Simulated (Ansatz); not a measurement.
Sn₄Pd:
```
Sn4Pd
1.0
    3.24118    -5.78198     0.00000
    3.24118     5.78198     0.00000
    0.00000     0.00000     6.43952
Sn Pd
8 2
Direct
  0.20299   0.45443   0.33096
  0.79701   0.54557   0.33096
  0.45443   0.20299   0.66904
  0.54557   0.79701   0.66904
  0.29701   0.04557   0.16904
  0.70299   0.95443   0.16904
  0.04557   0.29701   0.83096
  0.95443   0.70299   0.83096
  0.50000   0.50000   0.00000
  0.00000   0.00000   0.50000
```

Relaxed with r²SCAN. Special points in fractions of this cell's reciprocal vectors: Γ (0.000, 0.000, 0.000); Y (-0.500, 0.500, 0.000); C0 (-0.329, 0.671, 0.000); Σ0 (0.329, 0.329, 0.000); Z (0.000, 0.000, 0.500); A0 (0.329, 0.329, 0.500); E0 (-0.329, 0.671, 0.500); T (-0.500, 0.500, 0.500); S (0.000, 0.500, 0.000); R (0.000, 0.500, 0.500).

### Question
List the band energies nearest the Fermi level at these points for r²SCAN with spin–orbit coupling (plane waves, PAW; program Ansatz).

### Answer
In eV from the Fermi level; about four levels below and three above (degenerate sets whole), none deeper than 8.9 eV; points with the same levels are listed once.

| k | below | above |
|---|---|---|
| Γ | -0.26 -0.26 -0.19 -0.19 | 0.17 0.17 0.43 0.43 |
| Y | -0.94 -0.94 -0.19 -0.19 | 0.13 0.13 1.28 1.28 |
| C0 | -0.57 -0.57 -0.41 -0.41 | 0.16 0.16 0.55 0.55 |
| Z | -1.07 -1.07 -1.07 -1.07 | 2.63 2.63 2.63 2.63 |
| A0 | -0.74 -0.74 -0.71 -0.71 | 0.08 0.08 0.10 0.10 |
| T | -0.20 -0.20 -0.20 -0.20 | 0.54 0.54 0.54 0.54 |
| S | -0.97 -0.97 -0.97 -0.97 | 1.19 1.19 1.19 1.19 |
| R | -0.38 -0.38 -0.38 -0.38 | 0.39 0.39 0.39 0.39 |

Space group Ccce. The workflow started from a Materials Project entry (that database holds measured and hypothetical structures alike); the Crystallography Open Database files this formula in space group No. 68, but the cells were not matched. Whether it is the stable phase at ambient conditions was not checked. Symmetry was held in the r²SCAN relaxation; its stability against distortions is not shown here. The run is not spin-polarised.

Potentials: the later of the program's two PAW sets.
